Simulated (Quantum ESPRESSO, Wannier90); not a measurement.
## Wannier functions of HgI (I4/mmm)

Cell from Materials Project (mp-22859), symmetrised, no further relaxation. COD (Crystallography Open Database) has an entry of this formula and space group (matched by these alone). Method: PBEsol plane waves in Quantum ESPRESSO 7.5 (PseudoDojo norm-conserving files, 56 Ry, spinors with spin-orbit coupling), Bloch states on a 4×4×4 mesh through Γ, Wannier90 4.0.1. Density: 8×8×8 mesh, cold smearing 0.01 Ry.

On the energy scale of pw.x, whose zero is arbitrary, the valence-band maximum lies at 5.02 eV.

Input w.win:

```
num_bands = 4
num_wann = 4
exclude_bands = 1-4,9-96
spinors = true
num_iter = 1000
conv_tol = 1.0e-6
conv_window = 4
write_hr = true
write_u_matrices = true
auto_projections = true
begin unit_cell_cart
ang
    5.0704400000    0.0000000000    0.0000000000
    0.0000000000    5.0704400000    0.0000000000
   -2.5352200000   -2.5352200000    5.8858400000
end unit_cell_cart
begin atoms_frac
Hg  -0.1115600000 -0.1115600000 -0.2231200000
Hg   0.1115600000  0.1115600000  0.2231200000
I   -0.3455800000 -0.3455800000  0.3088400000
I    0.3455800000  0.3455800000 -0.3088400000
end atoms_frac
mp_grid = 4 4 4
begin kpoints
0.0000000000 0.0000000000 0.0000000000
0.0000000000 0.0000000000 0.2500000000
0.0000000000 0.0000000000 0.5000000000
... (61 more lines: the 4x4x4 mesh through Gamma)
end kpoints
```

Input of pw2wannier90.x that gives the overlap and projection files (equivalent; here they were cut from one run over all bands):

```
&inputpp
  outdir = './out'
  prefix = 'pwscf'
  seedname = 'w'
  write_amn = .true.
  write_mmn = .true.
  scdm_proj = .true.
  scdm_entanglement = 'isolated'
/
```

Output w.wout (banner and timings cut):

```
                                    ------
                                    SYSTEM
                                    ------

                              Lattice Vectors (Ang)
                    a_1     5.070440   0.000000   0.000000
                    a_2     0.000000   5.070440   0.000000
                    a_3    -2.535220  -2.535220   5.885840

                   Unit Cell Volume:     151.32119  (Ang^3)

                        Reciprocal-Space Vectors (Ang^-1)
                    b_1     1.239180  -0.000000   0.533754
                    b_2    -0.000000   1.239180   0.533754
                    b_3     0.000000   0.000000   1.067509

 *----------------------------------------------------------------------------*
 |   Site       Fractional Coordinate          Cartesian Coordinate (Ang)     |
 +----------------------------------------------------------------------------+
 | hg   1  -0.11156  -0.11156  -0.22312   |    0.00000   0.00000  -1.31325    |
 | hg   2   0.11156   0.11156   0.22312   |    0.00000   0.00000   1.31325    |
 | i    1  -0.34558  -0.34558   0.30884   |   -2.53522  -2.53522   1.81778    |
 | i    2   0.34558   0.34558  -0.30884   |    2.53522   2.53522  -1.81778    |
 *----------------------------------------------------------------------------*
                                ------------
                                K-POINT GRID
                                ------------

             Grid size =  4 x  4 x  4      Total points =   64

 *---------------------------------- MAIN ------------------------------------*
 |  Number of Wannier Functions               :                 4             |
 |  Number of Objective Wannier Functions     :                 4             |
 |  Number of input Bloch states              :                 4             |
 |  Output verbosity (1=low, 5=high)          :                 1             |
 |  Timing Level (1=low, 5=high)              :                 1             |
 |  Optimisation (0=memory, 3=speed)          :                 3             |
 |  Length Unit                               :               Ang             |
 |  Post-processing setup (write *.nnkp)      :                 F             |
 |  Using Gamma-only branch of algorithms     :                 F             |
 *----------------------------------------------------------------------------*
 *------------------------------- WANNIERISE ---------------------------------*
 |  Total number of iterations                :              1000             |
 |  Number of CG steps before reset           :                 5             |
 |  Trial step length for line search         :             2.000             |
 |  Convergence tolerence                     :         0.100E-05             |
 |  Convergence window                        :                 4             |
 |  Iterations between writing output         :                 1             |
 |  Iterations between backing up to disk     :               100             |
 |  Write r^2_nm to file                      :                 F             |
 |  Write xyz WF centres to file              :                 F             |
 |  Write on-site energies <0n|H|0n> to file  :                 F             |
 |  Use guiding centre to control phases      :                 F             |
 |  Use phases for initial projections        :                 F             |
 *----------------------------------------------------------------------------*
 *-------------------------------- PLOTTING ----------------------------------*
 |  Plotting Hamiltonian in WF basis          :                 T             |
 *----------------------------------------------------------------------------*

 *---------------------------------- K-MESH ----------------------------------*
 +----------------------------------------------------------------------------+
 |                    Distance to Nearest-Neighbour Shells                    |
 |                    ------------------------------------                    |
 |          Shell             Distance (Ang^-1)          Multiplicity         |
 |          -----             -----------------          ------------         |
 |             1                   0.266877                      2            |
 |             2                   0.337311                      8            |
 |             3                   0.438116                      4            |
 |             4                   0.506187                      8            |
 |             5                   0.513000                      8            |
 |             6                   0.533754                      2            |
 |             7                   0.619590                      4            |
 |             8                   0.674622                      8            |
       ... (lines left out)
 +----------------------------------------------------------------------------+
 | The b-vectors are chosen automatically                                     |
 | The following shells are used:                       1,  2                 |
 +----------------------------------------------------------------------------+
 |                        Shell   # Nearest-Neighbours                        |
 |                        -----   --------------------                        |
 |                          1               2                                 |
 |                          2               8                                 |
 +----------------------------------------------------------------------------+
 | Completeness relation is fully satisfied [Eq. (B1), PRB 56, 12847 (1997)]  |
 +----------------------------------------------------------------------------+
 |                  b_k Vectors (Ang^-1) and Weights (Ang^2)                  |
 |                  ----------------------------------------                  |
 |            No.         b_k(x)      b_k(y)      b_k(z)        w_b           |
 |            ---        --------------------------------     --------        |
 |             1         0.000000    0.000000    0.266877     4.415259        |
 |             2         0.000000    0.000000   -0.266877     4.415259        |
 |             3         0.000000    0.309795    0.133439     2.604903        |
 |             4         0.309795    0.000000    0.133439     2.604903        |
 |             5         0.000000    0.309795   -0.133439     2.604903        |
 |             6         0.309795    0.000000   -0.133439     2.604903        |
 |             7         0.000000   -0.309795   -0.133439     2.604903        |
 |             8         0.000000   -0.309795    0.133439     2.604903        |
 |             9        -0.309795    0.000000   -0.133439     2.604903        |
 |            10        -0.309795    0.000000    0.133439     2.604903        |
 +----------------------------------------------------------------------------+
 |                           b_k Directions (Ang^-1)                          |
 |                           -----------------------                          |
 |            No.           x           y           z                         |
 |            ---        --------------------------------                     |
 |             1         0.000000    0.000000    0.266877                     |
 |             2         0.000000    0.309795    0.133439                     |
 |             3         0.309795    0.000000    0.133439                     |
 |             4         0.000000    0.309795   -0.133439                     |
 |             5         0.309795    0.000000   -0.133439                     |
 +----------------------------------------------------------------------------+

 Starting a new Wannier90 calculation ...

 Reading overlaps from w.mmn

 Reading projections from w.amn

 *------------------------------- WANNIERISE ---------------------------------*
 +--------------------------------------------------------------------+<-- CONV
 | Iter  Delta Spread     RMS Gradient      Spread (Ang^2)            |<-- CONV
 +--------------------------------------------------------------------+<-- CONV

 ------------------------------------------------------------------------------
 Initial State
  WF centre and spread    1  (  0.000000, -0.000000,  1.313370 )     0.28989182
  WF centre and spread    2  ( -0.000000,  0.000000, -1.313370 )     0.28989182
  WF centre and spread    3  ( -0.000000,  0.000000, -1.313370 )     0.28989182
  WF centre and spread    4  (  0.000000, -0.000000,  1.313370 )     0.28989182
  Sum of centres and spreads (  0.000000,  0.000000, -0.000000 )     1.15956727

      0     0.116E+01     0.0000000000        1.1595672667  <-- CONV
        O_D=      0.0000000 O_OD=      0.0000009 O_TOT=      1.1595673 <-- SPRD
 ------------------------------------------------------------------------------
      1    -0.778E-06     0.0006287710        1.1595664887  <-- CONV
        O_D=      0.0000000 O_OD=      0.0000001 O_TOT=      1.1595665 <-- SPRD
      2    -0.143E-06     0.0007235457        1.1595663457  <-- CONV
        O_D=      0.0000000 O_OD=      0.0000000 O_TOT=      1.1595663 <-- SPRD
      3    -0.714E-08     0.0001493619        1.1595663385  <-- CONV
        O_D=      0.0000000 O_OD=      0.0000000 O_TOT=      1.1595663 <-- SPRD
      4    -0.875E-09     0.0000488960        1.1595663376  <-- CONV
        O_D=      0.0000000 O_OD=      0.0000000 O_TOT=      1.1595663 <-- SPRD
             <<<     Delta < 1.000E-06  over  4 iterations     >>>
             <<< Wannierisation convergence criteria satisfied >>>
 Final State
  WF centre and spread    1  (  0.000000, -0.000000,  1.313370 )     0.28989158
  WF centre and spread    2  (  0.000000,  0.000000, -1.313370 )     0.28989158
  WF centre and spread    3  (  0.000000,  0.000000, -1.313370 )     0.28989158
  WF centre and spread    4  (  0.000000,  0.000000,  1.313370 )     0.28989158
  Sum of centres and spreads (  0.000000,  0.000000, -0.000000 )     1.15956634

         Spreads (Ang^2)       Omega I      =     1.159566328
        ================       Omega D      =     0.000000000
                               Omega OD     =     0.000000010
    Final Spread (Ang^2)       Omega Total  =     1.159566338
```
